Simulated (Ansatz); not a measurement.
All cells below were computed with PBE (plane-wave PAW, Ansatz 0.2.0, no spin polarisation, atoms fixed as given).

Task: Rank them by formation energy per atom at these unrelaxed geometries, against the elements' usual phases, most negative first.
A.
BaTiO3 (420 eV, 6×6×6 mesh on the cell that ran, as a rule the primitive one, cold 0.0257 eV)
Space group P4mm (No. 99). a = 4.027 Å, b = 4.027 Å, c = 4.061 Å, α = 90.00°, β = 90.00°, γ = 90.00°
```json
{"atom": "Ti", "site": "1b", "symmetry": "4mm", "x": "0.5000", "y": "0.5000", "z": "0.5100"}
{"atom": "O", "site": "2c", "symmetry": "2mm.", "x": "0.5000", "y": "0.0000", "z": "0.4790"}
{"atom": "O", "site": "1b", "symmetry": "4mm", "x": "0.5000", "y": "0.5000", "z": "0.9780"}
{"atom": "Ba", "site": "1a", "symmetry": "4mm", "x": "0.0000", "y": "0.0000", "z": "0.0000"}
```
B.
Sr2CdPt2 (420 eV, 8×8×8 mesh on the cell that ran, as a rule the primitive one, fermi-dirac 0.1 eV)
```
Pt Cd Sr
1.0
    -2.28860    2.97901    4.61143
     4.57720    0.00000    0.00000
     2.28860    2.97901   -4.61143
Pt Cd Sr
2 1 2
Direct
  0.73034 0.50000 0.73034
  0.26966 0.50000 0.26966
  0.00000 0.00000 0.00000
  0.69995 0.19995 0.30005
  0.30005 0.80005 0.69995
```
C.
LiHI (420 eV, 7×7×3 mesh on the cell that ran, as a rule the primitive one, methfessel-paxton 0.0125 eV)
```
Li H I
1.0
     3.84511    0.00000    0.00000
     0.00000    3.84511    0.00000
     0.00000    0.00000    8.44487
Li H I
2 2 2
Cartesian
  0.0000 1.9226 1.3512
  1.9226 0.0000 7.0937
  0.0000 0.0000 0.0000
  1.9226 1.9226 0.0000
  0.0000 1.9226 5.7003
  1.9226 0.0000 2.7446
```

Result: A (-3.10 eV), B (-0.74 eV), C (0.02 eV).

Origins: LiHI, a known structure type with other elements, at an estimated volume; Sr2CdPt2, a database entry at a rescaled volume; BaTiO3, a database entry at a rescaled volume.
